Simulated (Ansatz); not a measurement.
Relaxed candidate structures of Ga:

**A**
```
Ga
1.0
    2.23967    -3.79266     0.00000
    2.23967     3.79266     0.00000
    0.00000     0.00000     4.48940
Ga
4
Direct
  0.34400   0.65600   0.58403
  0.65600   0.34400   0.41597
  0.84400   0.15600   0.91597
  0.15600   0.84400   0.08403
```

**B**
```xyz
8
Lattice="4.3147 2.4911 2.2319 -4.3147 2.4911 2.2319 0.0000 -4.9822 2.2319" Properties=species:S:1:pos:R:3 pbc="T T T"
Ga     0.0000     0.0000     5.0217
Ga     0.0000     0.0000     1.6739
Ga    -2.4128    -0.8030     3.9058
Ga     2.4128     0.8030     2.7898
Ga     1.9019    -1.6881     3.9058
Ga    -1.9019     1.6881     2.7898
Ga     0.5110     2.4911     3.9058
Ga    -0.5110    -2.4911     2.7898
```

**C**
```
CELL_PARAMETERS angstrom
      0.00000     2.87876     2.87876
      2.87876     0.00000     2.87876
      2.87876     2.87876     0.00000
ATOMIC_POSITIONS crystal
  Ga 0.50000 0.50000 0.50000
  Ga 0.75000 0.75000 0.75000
```

Q: Order them by energy per atom (lowest first) at the level PBEsol (plane waves to 420 eV, PAW, scalar-relativistic; Ansatz, a quantum-chemistry and plane-wave program).

A: A (reference, the lowest of the structures calculated here), B (+0.03 eV/atom), C (+0.34 eV/atom)

Each run could gain symmetry but not lose that of its start, so entries can be saddle points. From databases, or of a type measured for this composition: Cmce, oS8, AFLOW prototype A_oC8_64_f (A11, as in Ga); the others are generated cells (placed on structure types, drawn at random, substituted or restacked) that were not matched to a known phase here. Static energies at zero pressure. The runs use different k-meshes, so differences are rounded accordingly. No spin polarisation in the result.
